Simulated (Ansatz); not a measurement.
With plane-wave PAW PBEsol (Ansatz code), AlCo in the orthorhombic phase (Cmcm; Al on 4c, Co on 4c) relaxes to a = 2.665 Å, b = 9.204 Å, c = 3.922 Å. Against the elements it lies at -27 kJ/mol of atoms, with no fitted shifts.

Electronic character: metallic (no gap). The magnetic state found is ferromagnetic. The net moment is 0.19 μB per atom.

The start of the workflow was typed in or built on a structure type; neither database checked (COD, Materials Project) lists it. Its standing as an ambient phase is unchecked. The PBEsol relaxation kept the symmetry of its start; whether a distortion lowers the energy is not shown. Spin order of the final state: ferromagnetic, the only order run, not a proven ground state. Axis ratios of metals converge slowly with the k-mesh, so a and c are less sure than the volume. The references are the lowest solids computed at this level, not always the standard phases.

Potentials: the later of the program's two PAW sets.
